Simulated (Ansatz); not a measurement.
Ansatz input file:

```yaml
crystal:
  lattice:
    - [3.8874123, 0.0, 0.0]
    - [0.0, 3.8874123, 0.0]
    - [0.0, 0.0, 3.8874123]
  atoms:
    - { symbol: Na, position: [0.0, 0.0, 0.0] }
    - { symbol: Mg, position: [0.5, 0.5, 0.5] }
    - { symbol: F, position: [0.5, 0.5, 0.0] }
    - { symbol: F, position: [0.0, 0.5, 0.5] }
    - { symbol: F, position: [0.5, 0.0, 0.5] }
basis:
  ecutwfc: 500
kpoints:
  mp_grid: { grid: [6, 6, 6] }
hamiltonian:
  xc: r2scan
scf:
  occupations: { method: gaussian, width: 0.02 }
  n_extra_bands: 20
output:
  forces: false
  stress: false
  eigenvalues: true
  optics: { e_range: [0, 14], sigma: 0.1, nscf_kmesh: { grid: [9, 9, 9] } }
checkpoint:
  read: start.run
  write: ck
  compress: false
  write_wavefunctions: false
  write_every: 100000
```

Launched with
```bash
ansatz run input.yaml --threads 1 --pin off --max-ram 2560MiB --backend cpu --events-out ev --progress --plain --runs-dir out
```

Level of theory: Ansatz, DFT r2SCAN, scalar-relativistic, plane waves, PAW.

Part of what the program printed, abridged (iterations and final results):

```
SCF iter   1: F=—  HF=-5852.899959 eV  |F-HF|=—  |Δ(HF+E_count)|=         —  Δρ=7.07e-6  dr2=8.52e-9  dr2_τ=2.49e-9  ethr=2.53e-8  ⟨swp⟩=4.2  Hψ=6544  notcnv=0
SCF iter   2: F=—  HF=-5852.899960 eV  |F-HF|=—  |Δ(HF+E_count)|=   1.21e-6  Δρ=3.28e-6  dr2=2.39e-9  dr2_τ=7.15e-10  ethr=2.13e-11  ⟨swp⟩=2.5  Hψ=1204  notcnv=0
SCF iter   3: F=—  HF=-5852.899960 eV  |F-HF|=—  |Δ(HF+E_count)|=   1.98e-9  Δρ=1.14e-6  dr2=2.41e-10  dr2_τ=5.96e-11  ethr=5.98e-12  ⟨swp⟩=2.5  Hψ=1118  notcnv=0
SCF iter   4: F=—  HF=-5852.899960 eV  |F-HF|=—  |Δ(HF+E_count)|=  8.55e-11  Δρ=2.38e-7  dr2=2.61e-11  dr2_τ=3.89e-12  ethr=1.00e-12  ⟨swp⟩=2.0  Hψ=924  notcnv=0
SCF iter   5: F=-5852.899960 eV  HF=-5852.899960 eV  |F-HF|=9.09e-13  |Δ(HF+E_count)|=  1.55e-11  Δρ=4.91e-8  dr2=5.53e-13  dr2_τ=9.70e-14  ethr=1.00e-12  ⟨swp⟩=3.4  Hψ=1497  notcnv=0
SCF 1 converged in 5 iterations: F = -5852.899960 eV  dr2 = 5.53e-13
SCF converged after 5 iterations
Free energy (F): -5852.899960 eV
Harris-Foulkes:  -5852.899960 eV  (|F-HF|=9.09e-13)
Internal energy: -5852.899960 eV  (E = F + TS)
E sigma→0 (E₀):  -5852.899960 eV
Fermi energy:    4.846354 eV
--- Per-component energies (eV) ---
  E_band       = -696.658043
  E_kinetic    = 827.254644
  E_local      = -4446.747480  (includes V_loc(G=0)·N_el)
  E_nonlocal   = 429.457992
  E_hartree    = 1606.127688
  E_xc         = -305.043416
  E_vxc        = -448.886925  (∫ρ·V_xc dr)
  E_paw        = -1173.215638  (= ΣΔE_a)
  E_vpaw       = -304.091047  (= ΣTr[D̂ρ^β])
  E_aug_tail   = 0.003218  (compensation charges beyond the density's cutoff)
  E_vtau       = 34.096168  (kinetic-family band-sum trace: ∫τ·v_τ [+ j·A + Jᵃ·Aᵃ] dr)
  E_ewald      = -2790.590319
  E_core_change = -0.146650  (= ΣΔE_core)
  E_smearing   =  0.000000  (= −TS)
--- Band table (eV; the first three rows and the last of 20) ---
  k-point 0: bands = ["-71.4606", "-48.9189", "-36.5873", "-36.5873", "-36.5873", "-20.2256", "-19.4117", "-19.4117", "-19.3203", "-19.3203", "-19.3203", "-1.4206", "-1.4206", "-1.4206", "0.6170", "0.6170", "0.6170", "0.8622", "0.8622", "0.8622", "8.3791", "15.8943", "15.8943", "16.5399", "18.3845", "18.3845", "18.3845", "18.9394", "18.9394", "18.9394", "26.0641", "26.0641", "26.0641", "27.7920", "27.7920", "27.7920", "29.4035", "29.4035", "29.4035", "30.9658"]
  k-point 1: bands = ["-71.4606", "-48.9188", "-36.5903", "-36.5872", "-36.5872", "-20.1855", "-19.4771", "-19.4094", "-19.3199", "-19.3199", "-19.2763", "-1.3717", "-1.3475", "-1.3475", "0.5519", "0.5519", "0.5641", "0.5821", "0.8199", "0.8199", "8.8486", "15.0174", "16.2420", "16.7615", "18.0911", "18.0911", "19.1906", "19.2387", "19.2387", "19.5073", "25.1820", "25.9965", "26.0939", "26.0939", "27.8996", "27.8996", "28.3286", "29.7763", "29.7763", "31.3311"]
  k-point 2: bands = ["-71.4606", "-48.9186", "-36.5965", "-36.5870", "-36.5870", "-20.0973", "-19.5644", "-19.4050", "-19.3191", "-19.3191", "-19.2397", "-1.1930", "-1.1731", "-1.1731", "-0.0229", "0.3491", "0.3491", "0.4603", "0.7806", "0.7806", "10.0443", "13.3899", "17.0342", "17.5294", "17.7659", "17.7659", "19.5668", "19.5668", "19.8946", "21.6487", "23.6144", "23.7865", "26.1178", "26.1178", "26.6005", "28.0086", "28.0086", "28.1068", "31.2398", "31.2398"]
  k-point 19: bands = ["-71.4604", "-48.9180", "-36.5990", "-36.5990", "-36.5990", "-19.5798", "-19.5798", "-19.5798", "-19.3300", "-19.3300", "-19.3300", "-2.7491", "-1.0516", "-1.0516", "-1.0516", "0.1261", "0.1261", "1.3135", "1.3135", "1.3135", "12.9479", "15.6151", "15.6151", "15.6151", "15.8137", "15.8137", "15.8137", "19.1056", "26.3677", "26.3677", "26.3677", "27.2658", "27.2658", "27.7638", "27.7638", "27.7638", "28.3615", "28.3615", "28.3615", "32.3337"]
```

Self-consistency was reached.

It took 52 s on 1 thread of Arm Neoverse V1, with other jobs on the host, peak memory 0.84 GiB.

The run starts from the saved density of an earlier one, so iterations and time are fewer than from atoms.